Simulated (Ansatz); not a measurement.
A geometry of Se away from equilibrium: the start of the relaxation of a generated trial cell of Se in the AFLOW prototype A_hP3_152_a. Method: PBEsol (plane waves to 420 eV, PAW, scalar-relativistic; Ansatz, a first-principles code). Γ-centred k-mesh 6×6×5 on the run's cell (coarser than for final values), Fermi–Dirac smearing 0.05 eV.

```xyz
3
Lattice="4.3662 0.0000 0.0000 -2.1831 3.7812 0.0000 0.0000 0.0000 4.9536" Properties=species:S:1:pos:R:3:forces:R:3 pbc="T T T" free_energy=-16272.577 pressure_GPa=0.2
Se     0.9841     0.0000     4.1280    0.2840    0.0000    0.0000
Se    -0.4921     0.8523     0.8256   -0.1420    0.2459    0.0000
Se     1.6910     2.9289     2.4768   -0.1420   -0.2459    0.0000
```

Positions in Å, forces in eV/Å, free energy of the cell in eV (comparable only within this code, potentials and settings). Largest force: 0.28 eV/Å, on Se1, Se2, Se3 (atoms numbered as listed); the geometry lies 0.02 eV/atom above the end of its relaxation.

No spin polarisation in the result. Without a van der Waals term the distances between weakly bound units are poorly fixed.

The run could not lose the symmetry of its start.
